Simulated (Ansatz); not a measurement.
Consider the following.

GaP (zinc blende)

```
CELL_PARAMETERS angstrom
      0.00000     2.71921     2.71921
      2.71921     0.00000     2.71921
      2.71921     2.71921     0.00000
ATOMIC_POSITIONS crystal
  P  0.25000 0.25000 0.25000
  Ga 0.00000 0.00000 0.00000
```

E(V) scan at fixed shape, V₀ the volume above. Symmetry pins the atoms to their sites.

These are PBEsol (plane waves to 420 eV, PAW, scalar-relativistic; Ansatz, an electronic-structure program) values and carry that method's errors. k mesh 11×11×11 (Γ-centred), Fermi-Dirac smearing 0.05 eV. Energies are smeared free energies. Compression counts positive. GaP was relaxed with its symmetry unable to fall. ΔE is measured from the relaxed starting cell.

The scan covers V/V₀ from 0.940 to 1.060 in 11 points.

Problem. What is the fitted pressure derivative B₀′?

Solution. 4.5.

Problem. What bulk modulus B₀ follows from a third-order Birch-Murnaghan fit?

Solution. 84.9 GPa.

(Under strain, the slope of the energy per volume gives the stress and its curvature an elastic modulus.)
